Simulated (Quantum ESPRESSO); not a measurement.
Zr3Mo2TiAl2, one composition in several site orders

Computed values, not a measurement. The program is pw.x of Quantum ESPRESSO 7.5 (plane-wave density functional theory). The cell is made up: eight metal atoms on a hexagonal close-packed lattice, with elements, volume, strain and displacements drawn at random and not relaxed, so it may be unstable or far from any real phase. PseudoDojo standard norm-conserving files set the functional (PBE unless stated); there is no spin polarisation or spin-orbit coupling, the Fermi-Dirac width of 0.25 eV means electrons at about 2900 K, and the masses in the input are unused placeholders. A spin test at this wide smearing found no moment, but such smearing suppresses magnetism that the real alloy may have.

The runs put one composition on the sites in different orders. Cell, positions, cutoff, mesh and smearing stay as in the input of run 1; sites are counted in its order. Stress in the tables is positive in tension.

Input of run 1:

```
&control calculation='scf', pseudo_dir='./dojo.nc.sr.pbe.v0_5.standard.upf', outdir='./o', disk_io='medium', tprnfor=.true., tstress=.true. /
&system ibrav=0, nat=8, ntyp=4, nbnd=57, ecutwfc=84.00895049, nosym=.true., tot_charge=0,
 occupations='smearing', smearing='fd', degauss=0.0183746611
/
&electrons conv_thr=1.470e-08, electron_maxstep=70, mixing_beta=0.5 /
ATOMIC_SPECIES
Al 1.0 Al.upf
Mo 1.0 Mo.upf
Ti 1.0 Ti.upf
Zr 1.0 Zr.upf
CELL_PARAMETERS angstrom
-0.0025 -0.0249 4.5519
5.7434 -0.0861 -0.0032
-2.9462 5.0628 -0.0257
ATOMIC_POSITIONS angstrom
Zr -0.1195 -0.0094 -0.1958
Zr -1.5572 2.477 0.1796
Mo 2.7479 0.0278 -0.0075
Ti 1.2832 2.3956 -0.0029
Mo -0.0528 1.449 2.3621
Al -1.4892 4.2128 2.1643
Zr 3.0347 1.5412 2.2501
Al 1.3533 4.1684 2.2559
K_POINTS automatic
5 5 5 1 1 1
```

| run | elements on sites 1 to 8 | free energy less that of run 1 (eV) | -TS (eV) | pressure (GPa) | stress xx (GPa) | stress yy (GPa) | stress zz (GPa) | stress yz (GPa) | stress xz (GPa) | stress xy (GPa) | iterations |
| --- | --- | --- | --- | --- | --- | --- | --- | --- | --- | --- | --- |
| 1 | Zr Zr Mo Ti Mo Al Zr Al | 0.000 | -1.488 | 23.41 | -19.41 | -23.27 | -27.53 | -3.09 | -0.50 | -4.30 | 18 |
| 2 | Al Al Zr Zr Mo Mo Ti Zr | -0.164 | -1.518 | 22.85 | -20.04 | -23.21 | -25.31 | -0.35 | -0.87 | -3.42 | 15 |
| 3 | Zr Mo Al Zr Ti Al Zr Mo | 0.011 | -1.582 | 22.51 | -18.59 | -21.53 | -27.40 | -0.26 | 0.27 | -3.51 | 15 |
| 4 | Mo Zr Al Mo Ti Zr Zr Al | 0.378 | -1.612 | 21.27 | -18.34 | -19.07 | -26.41 | -1.56 | 0.37 | -4.65 | 17 |
| 5 | Ti Al Mo Mo Zr Zr Zr Al | -0.410 | -1.449 | 21.47 | -18.35 | -19.08 | -26.98 | -0.76 | 0.92 | -6.95 | 15 |
| 6 | Zr Mo Zr Ti Mo Al Al Zr | 0.130 | -1.484 | 22.88 | -19.29 | -20.52 | -28.82 | -0.64 | 1.17 | -2.52 | 17 |

Forces Fx Fy Fz (eV/Å):

```
site              run 1              run 2              run 3              run 4              run 5              run 6
   1    0.23 -1.42 2.59    0.75 -0.64 2.55   -0.35 -1.11 2.44   -0.09 -0.18 1.37   -0.59 -0.90 2.57    0.89 -1.15 2.66
   2    1.25 1.23 -2.22    0.55 0.79 -1.66    0.99 0.92 -1.51    0.80 0.68 -2.24    1.00 0.71 -2.90    0.30 1.20 -1.71
   3  -0.42 -1.56 -0.66  -0.15 -0.70 -0.59   0.38 -1.85 -0.36   0.46 -1.11 -0.56   0.16 -0.47 -0.50  -0.52 -0.51 -0.19
   4   -0.45 0.87 -0.02     0.47 1.05 0.43    -0.45 1.97 0.37    -0.23 0.32 0.06     0.51 0.68 0.50     0.40 0.51 0.35
   5    2.27 2.32 -1.02    0.40 1.07 -1.01    0.26 1.72 -1.52    1.61 1.45 -0.43    1.64 2.94 -1.36    1.10 2.39 -1.23
   6     0.52 0.27 1.01   -0.53 -0.77 0.50    0.58 -0.51 0.31    -0.13 0.16 0.93    0.33 -1.34 0.75   -0.22 -0.89 0.64
   7    -2.32 0.46 1.61    -1.28 1.32 1.16    -1.36 0.55 1.65    -2.15 0.45 1.69    -2.59 0.71 1.76    -1.76 1.50 1.18
   8  -1.08 -2.17 -1.29  -0.21 -2.12 -1.38  -0.06 -1.70 -1.38  -0.26 -1.77 -0.83  -0.46 -2.32 -0.82  -0.19 -3.06 -1.69
```

The sites are displaced and not relaxed, so the energy differences hold strain from misfit and are not ordering energies. A rerun of one cell of this series at a higher cutoff and on a denser mesh moved values by no more than 0.003 eV in energy, 0.06 GPa in stress and 0.013 eV/Å in force, and a second program with other atomic files agreed on that cell to 2 % rms in force and 0.5 GPa in pressure.